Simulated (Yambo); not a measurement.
CsHF2 (space group I4/mcm, No. 140), G0W0@LDA in Yambo (2×2×2 mesh, plasmon pole; 7 Ry block, no terminator). The number N of bands in W and G is varied.

```csv
N,x = 1/N,gap Γ → Γ (eV),shift of the valence edge (eV)
78,0.01282,10.367,-2.133
114,0.00877,10.167,-2.164
161,0.00621,10.098,-2.233
207,0.00483,?,?
```

### Question
Basis-set arguments suggest E = E∞ + A x. Fix A and E∞ from the two rows above the withheld one, predict the row at 207 bands, and test the form.

### Answer
Gap: A = (10.098 − (10.167))/(0.00621 − 0.00877) = 27.0, E∞ = 9.931 eV, so 10.061 eV is predicted; the run gave 10.091 eV (miss 30 meV). The first two rows have slope 49.4, so the form doesn't hold yet over the whole range. Shift: A = (-2.233 − (-2.164))/(0.00621 − 0.00877) = 27.0, E∞ = -2.400 eV, so -2.270 eV is predicted; the run gave -2.294 eV (miss 24 meV). The first two rows have slope 7.65, so the form doesn't hold yet over the whole range. The other settings are held fixed.

Geometry of the Materials Project entry, not relaxed at this level; primitive cell a = b = c = 5.814 Å, α = β = 116.57°, γ = 96.04°.

The structure is a Materials Project entry; no match was found in the copy of COD used, and its stability was not checked.

A shift is the quasiparticle energy of the state minus its LDA energy.
